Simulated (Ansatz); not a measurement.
NbCu3Te4:
```cif
data_Cu3NbTe4
_chemical_formula_sum 'Nb1 Cu3 Te4'
_space_group_name_H-M_alt 'P 1'
_space_group_IT_number 1
_cell_length_a 5.85654
_cell_length_b 5.85654
_cell_length_c 5.85654
_cell_angle_alpha 90.000
_cell_angle_beta 90.000
_cell_angle_gamma 90.000
loop_
_space_group_symop_operation_xyz
  'x, y, z'
loop_
_atom_site_label
_atom_site_type_symbol
_atom_site_fract_x
_atom_site_fract_y
_atom_site_fract_z
_atom_site_occupancy
Nb1 Nb 0.00000 0.00000 0.00000 1
Cu1 Cu 0.00000 0.00000 0.50000 1
Cu2 Cu 0.50000 0.00000 0.00000 1
Cu3 Cu 0.00000 0.50000 0.00000 1
Te1 Te 0.73903 0.73903 0.26097 1
Te2 Te 0.73903 0.26097 0.73903 1
Te3 Te 0.26097 0.26097 0.26097 1
Te4 Te 0.26097 0.73903 0.73903 1
```

Relaxed with PBEsol. The program Ansatz at the PBEsol level (PAW) gives a gap of 0.88 eV.

Task: What gap does HSE06 give on the same cell (Ansatz, PAW)?

Result: 1.48 eV, 0.60 eV more. The hybrid was solved on a coarser mesh and at special points; its gap is the smallest among all of these.

```csv
k,v1 PBEsol,c1 PBEsol,v1 HSE06,c1 HSE06
Γ,-0.36,1.17,(withheld),(withheld)
R,0.00,1.82,(withheld),(withheld)
M,-0.31,1.16,(withheld),(withheld)
X,-0.51,0.88,-0.62,1.48
```

Task: Top valence (v1) and lowest conduction level (c1) in eV from each method's valence maximum (which need not be a listed point): supply the withheld HSE06 values.

Result: 
- Γ, v1 HSE06: -0.48
- Γ, c1 HSE06: 1.78
- R, v1 HSE06: 0.00
- R, c1 HSE06: 2.48
- M, v1 HSE06: -0.32
- M, c1 HSE06: 1.75

Cost on shared cores: the PBEsol run (SCF on a 5×5×5 mesh, then bands and DOS) around 5 core-minutes (rough), the HSE06 run (SCF on 3×3×3, then a few points) around 9 core-minutes (rough); the tasks are unlike.

Space group P-43m. The workflow started from a Materials Project entry (that database holds measured and hypothetical structures alike); the Crystallography Open Database copy checked does not list it. Its standing as an ambient phase is unchecked. The cell was relaxed with PBEsol under the symmetry of its start; its stability against distortions is not shown here. No spin polarisation was allowed. Scalar-relativistic: spin–orbit coupling is off unless named, which matters more the heavier the elements.

Potentials: the later of the program's two PAW sets.
